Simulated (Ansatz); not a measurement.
## Zincblende alloy of GaAs and GaSb (28 of 32 As sites exchanged), 64 atoms

Computed with Ansatz 0.2.0, DFT, r2SCAN, PAW, plane waves.

Input:

```yaml
crystal:
  lattice:
    - [12.110523, 0.000000, 0.000000]
    - [0.000000, 12.110523, 0.000000]
    - [0.000000, 0.000000, 12.110523]
  atoms:
    - { symbol: Ga, position: [0.998992, 0.000588, 0.999667] }
    - { symbol: Ga, position: [0.000199, 0.001756, 0.498226] }
    - { symbol: Ga, position: [0.005268, 0.494672, 0.005678] }
    - { symbol: Ga, position: [0.999114, 0.499945, 0.500898] }
    - { symbol: Ga, position: [0.498552, 0.001028, 0.000110] }
    - { symbol: Ga, position: [0.500197, 0.001174, 0.501220] }
    - { symbol: Ga, position: [0.506238, 0.493675, 0.993634] }
    - { symbol: Ga, position: [0.498903, 0.499607, 0.499000] }
    - { symbol: Ga, position: [0.243563, 0.256837, 0.993841] }
    - { symbol: Ga, position: [0.250252, 0.251275, 0.499517] }
    - { symbol: Ga, position: [0.243579, 0.741043, 0.006176] }
    - { symbol: Ga, position: [0.250209, 0.749247, 0.500787] }
    - { symbol: Ga, position: [0.751460, 0.263009, 0.000183] }
    - { symbol: Ga, position: [0.751030, 0.250509, 0.500650] }
    - { symbol: Ga, position: [0.751070, 0.748958, 0.999611] }
    - { symbol: Ga, position: [0.750731, 0.747908, 0.499021] }
    - { symbol: Ga, position: [0.248746, 0.001771, 0.248467] }
    - { symbol: Ga, position: [0.251020, 0.000321, 0.751352] }
    - { symbol: Ga, position: [0.244519, 0.505684, 0.242142] }
    - { symbol: Ga, position: [0.242634, 0.493051, 0.757946] }
    - { symbol: Ga, position: [0.751192, 0.999893, 0.248590] }
    - { symbol: Ga, position: [0.751390, 0.001769, 0.750713] }
    - { symbol: Ga, position: [0.758266, 0.493875, 0.241602] }
    - { symbol: Ga, position: [0.744804, 0.493870, 0.757479] }
    - { symbol: Ga, position: [0.993069, 0.256776, 0.241908] }
    - { symbol: Ga, position: [0.006576, 0.257582, 0.757695] }
    - { symbol: Ga, position: [0.006785, 0.741849, 0.242965] }
    - { symbol: Ga, position: [0.999076, 0.748040, 0.750478] }
    - { symbol: Ga, position: [0.498350, 0.250785, 0.249106] }
    - { symbol: Ga, position: [0.508166, 0.256478, 0.757994] }
    - { symbol: Ga, position: [0.501186, 0.747914, 0.249235] }
    - { symbol: Ga, position: [0.498049, 0.748486, 0.751137] }
    - { symbol: Sb, position: [0.122826, 0.129004, 0.122274] }
    - { symbol: Sb, position: [0.124918, 0.127340, 0.627276] }
    - { symbol: Sb, position: [0.125438, 0.622432, 0.627146] }
    - { symbol: Sb, position: [0.626908, 0.128878, 0.122987] }
    - { symbol: Sb, position: [0.625522, 0.127528, 0.627037] }
    - { symbol: Sb, position: [0.627086, 0.621001, 0.122662] }
    - { symbol: Sb, position: [0.624812, 0.622345, 0.626969] }
    - { symbol: Sb, position: [0.373606, 0.376538, 0.121054] }
    - { symbol: Sb, position: [0.375446, 0.375076, 0.629698] }
    - { symbol: Sb, position: [0.372878, 0.872584, 0.124596] }
    - { symbol: Sb, position: [0.374984, 0.874906, 0.625422] }
    - { symbol: Sb, position: [0.875272, 0.375196, 0.629162] }
    - { symbol: Sb, position: [0.877413, 0.872448, 0.124804] }
    - { symbol: Sb, position: [0.875543, 0.875042, 0.624377] }
    - { symbol: Sb, position: [0.374635, 0.125146, 0.374749] }
    - { symbol: Sb, position: [0.374894, 0.129560, 0.875514] }
    - { symbol: Sb, position: [0.372782, 0.624150, 0.372722] }
    - { symbol: Sb, position: [0.373067, 0.620527, 0.876927] }
    - { symbol: Sb, position: [0.875049, 0.127830, 0.372086] }
    - { symbol: Sb, position: [0.875438, 0.130797, 0.876969] }
    - { symbol: Sb, position: [0.876784, 0.622626, 0.371151] }
    - { symbol: Sb, position: [0.876851, 0.619878, 0.878074] }
    - { symbol: Sb, position: [0.123140, 0.376798, 0.371161] }
    - { symbol: Sb, position: [0.124790, 0.873147, 0.372834] }
    - { symbol: Sb, position: [0.124945, 0.872672, 0.876942] }
    - { symbol: Sb, position: [0.627363, 0.375529, 0.372303] }
    - { symbol: Sb, position: [0.625282, 0.875168, 0.374795] }
    - { symbol: Sb, position: [0.624963, 0.875053, 0.875079] }
    - { symbol: As, position: [0.123241, 0.620615, 0.122872] }
    - { symbol: As, position: [0.877336, 0.376784, 0.120715] }
    - { symbol: As, position: [0.122951, 0.376910, 0.879349] }
    - { symbol: As, position: [0.627699, 0.375482, 0.877669] }
  symmetry: { detect: false }
kpoints:
  mp_grid: { grid: [1, 1, 1], shift: [0.25, 0.25, 0.25] }
hamiltonian:
  xc: r2scan
scf:
  occupations: { method: fermi_dirac, width: 0.01 }
output:
  forces: true
  eigenvalues: true
  populations: true
  eigenstates: { kpoints: [[0.25, 0.25, 0.25]], e_range: [-6.0, 6.0], localisation: true }
```

Launch command:

```sh
ansatz run in.yaml --threads 4 --pin off --max-ram 42750MiB --runs-dir r --events-out ev --progress --plain --backend cuda --devices 0, --max-vram 37GiB
```

Output (machine lines and repeated set-up lines are left out; […] marks rows cut from tables):

```
Pseudopotentials: kind: paw
Functional definition: r2SCAN
  parameter k0 = 0.174
  parameter k1 = 0.065
  parameter a1 = 4.9479
  exchange = r2scan_x(k0 = k0, k1 = k1, a1 = a1)
  correlation = r2scan_c
Crystal: 64 atoms, lattice volume = 1776.187 Å³
Basis set: ecut = 500 eV, 45025 PW (Γ), exchange–correlation on 360×360×360 points (64 copies of the dense FFT grid, shifted against one another)
Bands: 538, of which v1, the nominal top of the filled ones, is band 448 counted from 1 (447 counted from 0)
Symmetry: 1 space group operations
k-points: 1
Non-local potential: Ga, projectors of the file, l = 0: 2, l = 1: 2, l = 2: 3, l = 3: 1
Non-local potential: Sb, projectors of the file, l = 0: 2, l = 1: 2, l = 2: 2, l = 3: 2
Non-local potential: As, projectors of the file, l = 0: 2, l = 1: 2, l = 2: 3, l = 3: 1
PAW form: soft (Blöchl's): semilocal exchange-correlation on the pseudo side does not see the compensation charge
PAW frozen core: Ga, regenerated for the run's functional (the file was generated under x = pbe(κ = 0.804, μ = 0.2195149727645171), c = pbe(β = 0.06672455060314922))
PAW frozen core: Sb, regenerated for the run's functional (the file was generated under x = pbe(κ = 0.804, μ = 0.2195149727645171), c = pbe(β = 0.06672455060314922))
PAW frozen core: As, regenerated for the run's functional (the file was generated under x = pbe(κ = 0.804, μ = 0.2195149727645171), c = pbe(β = 0.06672455060314922))
PAW one-centre angular grid: Ga, 590 points (default); XC on 160 Gauss nodes
PAW one-centre angular grid: Sb, 590 points (default); XC on 160 Gauss nodes
PAW one-centre angular grid: As, 590 points (default); XC on 160 Gauss nodes
Initial density: superposition of atomic densities (neutral atoms: chi_scale 0, normalization atom), corrected by the library's trained network
Initial wavefunctions: pseudopotential atomic-orbital guess
Functional: x = r2scan, c = r2scan; τ floored in thin density (d = 2e-4 eV/Å³)
SCF iter   1: F=—  HF=-322738.150522 eV  |F-HF|=—  |Δ(HF+E_count)|=         —  Δρ=8.02e-3  dr2=5.29e-1  dr2_τ=1.08e-1  ethr=1.77e-3  ⟨swp⟩=6.0  Hψ=1965  notcnv=0  defer=32
preconditioner: auto → Resta (q_TF=auto, 2.434 Å⁻¹)  ε∞=3.1  [insulator: Δε(μ)=1.040 eV  Ē_g=14.531 eV  σ=0.010 eV  W_gap=1.00  n_scr=460 (ndim 8)  ℏωp=21.1 eV  f_vac=0.089  D(μ)=0.00/eV (n_scr^D=0)  ε∞_Penn≈3.1]
SCF iter   2: F=—  HF=-322738.413385 eV  |F-HF|=—  |Δ(HF+E_count)|=   2.63e-1  Δρ=2.41e-3  dr2=5.86e-2  dr2_τ=1.42e-3  ethr=5.90e-5  ⟨swp⟩=3.0  Hψ=1077  notcnv=0  defer=85
SCF iter   3: F=—  HF=-322738.410797 eV  |F-HF|=—  |Δ(HF+E_count)|=   2.59e-3  Δρ=1.89e-3  dr2=2.97e-2  dr2_τ=2.81e-4  ethr=6.54e-6  ⟨swp⟩=2.0  Hψ=746  notcnv=0  defer=85
SCF iter   4: F=—  HF=-322738.418573 eV  |F-HF|=—  |Δ(HF+E_count)|=   7.78e-3  Δρ=7.18e-4  dr2=4.94e-3  dr2_τ=5.83e-5  ethr=3.31e-6  ⟨swp⟩=2.0  Hψ=888  notcnv=0  defer=85
SCF iter   5: F=—  HF=-322738.422737 eV  |F-HF|=—  |Δ(HF+E_count)|=   4.16e-3  Δρ=1.60e-4  dr2=3.81e-4  dr2_τ=3.49e-6  ethr=5.51e-7  ⟨swp⟩=2.0  Hψ=901  notcnv=0  defer=85
SCF iter   6: F=—  HF=-322738.412254 eV  |F-HF|=—  |Δ(HF+E_count)|=   1.05e-2  Δρ=3.52e-5  dr2=3.43e-5  dr2_τ=3.98e-7  ethr=4.25e-8  ⟨swp⟩=2.0  Hψ=901  notcnv=0  defer=85
SCF iter   7: F=—  HF=-322738.417419 eV  |F-HF|=—  |Δ(HF+E_count)|=   5.16e-3  Δρ=1.07e-5  dr2=8.15e-6  dr2_τ=6.70e-8  ethr=3.82e-9  ⟨swp⟩=2.0  Hψ=901  notcnv=0  defer=85
SCF iter   8: F=—  HF=-322738.417419 eV  |F-HF|=—  |Δ(HF+E_count)|=   1.29e-8  Δρ=4.67e-6  dr2=7.48e-7  dr2_τ=8.23e-9  ethr=9.09e-10  ⟨swp⟩=2.0  Hψ=741  notcnv=0  defer=85
SCF iter   9: F=-322738.417419 eV  HF=-322738.417419 eV  |F-HF|=1.47e-8  |Δ(HF+E_count)|=   1.39e-7  Δρ=1.81e-6  dr2=8.31e-8  dr2_τ=1.37e-9  ethr=1.12e-11  ⟨swp⟩=10.0  Hψ=3140  notcnv=0
SCF 1 converged in 9 iterations: F = -322738.417419 eV  dr2 = 8.31e-8
  greatest PAW one-centre occupation: 0.999 electrons in one spin orbital (limit 2), on the As atom at site 61 (counted from 0), in its partial waves of l = 2
NSCF: frozen V_eff on 1 k-points
SCF converged after 9 iterations
Free energy (F): -322738.417419 eV
Harris-Foulkes:  -322738.417419 eV  (|F-HF|=1.47e-8)
Internal energy: -322738.417419 eV  (E = F + TS)
E sigma→0 (E₀):  -322738.417419 eV
Fermi energy:    7.917828 eV
--- Per-component energies (eV) ---
  E_band       = -9128.850666
  E_kinetic    = 9879.911983
  E_local      = -125646.918137  (includes V_loc(G=0)·N_el)
  E_nonlocal   = 21156.268332
  E_hartree    = 58613.959807
  E_xc         = -5848.351188
  E_vxc        = -5105.993323  (∫ρ·V_xc dr)
  E_paw        = -200390.814187  (= ΣΔE_a)
  E_vpaw       = -26951.955165  (= ΣTr[D̂ρ^β])
  E_aug_tail   = -0.001377  (compensation charges beyond the density's cutoff)
  E_vtau       = 311.906504  (kinetic-family band-sum trace: ∫τ·v_τ [+ j·A + Jᵃ·Aᵃ] dr)
  E_ewald      = -80489.913822
  E_core_change = -12.558831  (= ΣΔE_core)
  E_smearing   = -0.000000  (= −TS)
  E_closure    = -0.000000  (closes the sum)
  Σ components = -322738.417419   (vs F -322738.417419, Δ=0.00e0)
--- Forces (eV/Å), atoms counted from 1 ---
  atom   1  Ga     0.00290882     0.01662769     0.00149113
  atom   2  Ga     0.00070673     0.00267588     0.01598629
  atom   3  Ga     0.01113661    -0.00394919     0.00252298
  atom   4  Ga     0.00734211     0.00462181    -0.00389803
  atom   5  Ga     0.01523778     0.01328409     0.01044002
  atom   6  Ga     0.01099470     0.00722381     0.00327146
  atom   7  Ga     0.01913921    -0.01293810    -0.00455459
  atom   8  Ga     0.00403713    -0.00108810     0.00537283
  atom   9  Ga    -0.01226712     0.01279173    -0.01140033
  atom  10  Ga     0.00602816     0.00804620     0.01619688
  atom  11  Ga    -0.00084674    -0.01287530     0.01261911
  atom  12  Ga     0.00110181     0.00315079     0.00175282
  atom  13  Ga     0.00914974     0.01299188     0.00431376
  atom  14  Ga     0.01332946     0.00684701    -0.00014506
  atom  15  Ga     0.01106282     0.00167124     0.00699580
  atom  16  Ga     0.00508373     0.00570736     0.01395231
  atom  17  Ga     0.01346913     0.00210152     0.01804939
  atom  18  Ga     0.00958514     0.00679309     0.00199590
  atom  19  Ga    -0.01032944     0.02239128    -0.00269297
  atom  20  Ga     0.00798174     0.00018351     0.01569902
  atom  21  Ga     0.00585296     0.01815225     0.01532820
  atom  22  Ga     0.00915358     0.02022256     0.00129447
  atom  23  Ga     0.00781202    -0.02385758     0.00543688
  atom  24  Ga    -0.00874189    -0.01128390     0.01394212
  atom  25  Ga    -0.01340565     0.01938131    -0.00838354
  atom  26  Ga     0.00357794     0.00759126     0.02632558
  atom  27  Ga     0.01510960    -0.00570622    -0.01182783
  atom  28  Ga     0.01811127     0.00307794     0.00095984
  atom  29  Ga     0.01572327     0.00329724     0.00089519
  atom  30  Ga     0.00391391     0.02323657     0.01537785
  atom  31  Ga    -0.00880175     0.01505289     0.00404096
  atom  32  Ga     0.00514357     0.00297592    -0.00187427
  atom  33  Sb    -0.00571796    -0.00635213    -0.00120053
  atom  34  Sb     0.02111885    -0.01166301    -0.01769960
  atom  35  Sb    -0.02094457    -0.00053908    -0.00673677
  atom  36  Sb    -0.01709689    -0.01416714     0.00074675
  atom  37  Sb     0.00145913    -0.02101864     0.00081563
  atom  38  Sb    -0.00273496    -0.00393695    -0.00226750
  atom  39  Sb    -0.00016085     0.01509430    -0.00398140
  atom  40  Sb    -0.01424490     0.00528061    -0.01056762
  atom  41  Sb    -0.02549393    -0.00390879    -0.02662595
  atom  42  Sb     0.00357244     0.00304088     0.00334716
  atom  43  Sb    -0.00296386    -0.00334328    -0.00465438
  atom  44  Sb    -0.01486845    -0.00130487    -0.00724311
  atom  45  Sb    -0.00866045    -0.00645997    -0.00562921
  atom  46  Sb    -0.01777433    -0.00543908    -0.00389659
  atom  47  Sb    -0.00444251    -0.01176541    -0.00540515
  atom  48  Sb    -0.00524736    -0.01348144    -0.01418673
  atom  49  Sb     0.00986819     0.00718361     0.00240160
  atom  50  Sb    -0.00690689    -0.00518078     0.00049407
  atom  51  Sb    -0.00969287    -0.01934406     0.00047843
  atom  52  Sb    -0.00388453    -0.01328748    -0.00533075
  atom  53  Sb     0.00431732    -0.00298932    -0.00653656
  atom  54  Sb    -0.01412128     0.00037342    -0.00288746
  atom  55  Sb    -0.00642124    -0.00035378    -0.01221749
  atom  56  Sb     0.00583798    -0.00335686    -0.00996243
  atom  57  Sb    -0.00549442    -0.01545480     0.00396871
  atom  58  Sb    -0.00989542    -0.00223721    -0.00466604
  atom  59  Sb    -0.00721791    -0.01962379    -0.00680718
  atom  60  Sb    -0.01056139    -0.00296281    -0.00570611
  atom  61  As    -0.00413264    -0.01931931    -0.00533148
  atom  62  As     0.00479709     0.00777729    -0.00615077
  atom  63  As    -0.00213368     0.00097388     0.00535359
  atom  64  As    -0.00852036    -0.00069464    -0.01145919
  max |Σ_I F_I| component: 6.23e-5 eV/Å
--- Band table (eV) ---
  k-point 0: bands = ["-28.6817", "-28.6791", "-28.6706", "-28.6703", "-28.6688", "-28.6686", "-28.6684", "-28.6661", "-28.6593", "-28.6566", "-28.6559", "-28.6553", "-28.6501", "-28.6486", "-28.6470", "-28.6454", "-28.6396", "-28.6382", "-28.6358", "-28.6344", "-21.8588", "-21.8587", "-21.8566", "-21.8558", "-21.8552", "-21.8547", "-21.8542", "-21.8528", "-21.8499", "-21.8484", "-21.8475", "-21.8 …
--- Löwdin populations: 64 sites ---
  site symbol       q [e]
     0     Ga     13.2944
     1     Ga     13.2813
     2     Ga     12.9897
     3     Ga     13.2951
     4     Ga     13.2821
     5     Ga     13.2882
     6     Ga     13.1903
     7     Ga     13.2835
     8     Ga     13.1904
     9     Ga     13.2828
    10     Ga     13.1804
    11     Ga     13.2916
    12     Ga     13.0844
    13     Ga     13.2922
    14     Ga     13.2951
    15     Ga     13.2827
    16     Ga     13.2896
    17     Ga     13.2873
    18     Ga     13.1869
    19     Ga     13.1857
    20     Ga     13.2885
    21     Ga     13.2857
    22     Ga     13.1864
    23     Ga     13.1839
    24     Ga     13.1853
    25     Ga     13.1887
    26     Ga     13.1823
    27     Ga     13.2892
    28     Ga     13.2895
    29     Ga     13.1872
    30     Ga     13.2872
    31     Ga     13.2881
    32     Sb     14.6754
    33     Sb     14.6729
    34     Sb     14.6700
    35     Sb     14.6788
    36     Sb     14.6687
    37     Sb     14.6763
    38     Sb     14.6717
    39     Sb     14.6831
    40     Sb     14.6813
    41     Sb     14.6735
    42     Sb     14.6615
    43     Sb     14.6775
    44     Sb     14.6698
    45     Sb     14.6652
    46     Sb     14.6618
    47     Sb     14.6768
    48     Sb     14.6701
    49     Sb     14.6821
    50     Sb     14.6692
    51     Sb     14.6824
    52     Sb     14.6755
    53     Sb     14.6854
    54     Sb     14.6804
    55     Sb     14.6727
    56     Sb     14.6724
    57     Sb     14.6744
    58     Sb     14.6642
    59     Sb     14.6658
    60     As     15.0246
    61     As     15.0287
    62     As     15.0240
    63     As     15.0202
  spilling = 0.001616 (of n_electrons = 896.000000)
```

Total energies depend on the potentials used, so only differences within one code and one set of settings carry meaning.

Time: 8.9 s of wall time on one NVIDIA H100 with 4 processor threads, on a host shared with other runs; peak host memory 4.3 GiB.
